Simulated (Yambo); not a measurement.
# How GW settings move the gap: TlBiS2

G0W0@LDA for TlBiS₂ (space group R-3m, No. 166) in Yambo. Reference settings: 4×4×4 Γ-centred k mesh, 117 bands and a 6 Ry block in the screening, 117 bands in G with the Bruneval-Gonze terminator, plasmon pole fitted at 27.2 eV. The LDA gap Γ → Γ on this mesh is 0.34 eV; G0W0 gaps are taken between the same points.

```csv
change from the reference,G0W0 gap Γ → Γ (eV),shift of the valence edge (eV)
reference settings,0.66,-0.33
"34 bands in W, 34 bands in G",0.55,0.33
"91 bands in W, 91 bands in G",0.63,-0.25
"34 bands in W, 34 bands in G, 3 Ry block",0.47,0.39
"34 bands in W, 34 bands in G, 5 Ry block",0.55,0.34
"49 bands in W, 49 bands in G, 2 Ry block",0.35,0.22
"49 bands in W, 49 bands in G, 3 Ry block",0.42,0.17
"49 bands in W, 49 bands in G, 4 Ry block",0.53,0.09
"68 bands in W, 68 bands in G, 4 Ry block",0.56,-0.09
"91 bands in W, 91 bands in G, 2 Ry block",0.34,0.04
"91 bands in W, 91 bands in G, 4 Ry block",0.59,-0.20
"91 bands in W, 91 bands in G, 5 Ry block",0.62,-0.23
2 Ry block,0.35,0.00
3 Ry block,0.45,-0.11
4 Ry block,0.61,-0.26
```

The reference isn't shown to be the converged limit.

Spin-orbit coupling is left out; with 6p states at a band edge it can lower the gap by many tenths of an eV, most of a small gap. So small a LDA gap in heavy elements may be inverted, where one-shot corrections to single bands mislead.

The standard potentials for Bi, Tl keep a d shell in the valence without the s and p states of that shell. In tests on such compounds this moved G0W0 gaps by up to about 0.9 eV, so absolute quasiparticle energies here are unreliable; differences between settings are what counts.

Geometry of the Materials Project entry, not relaxed at this level; primitive cell a = b = c = 7.780 Å, α = β = γ = 30.73°.

A shift is the quasiparticle energy of the state minus its LDA energy.
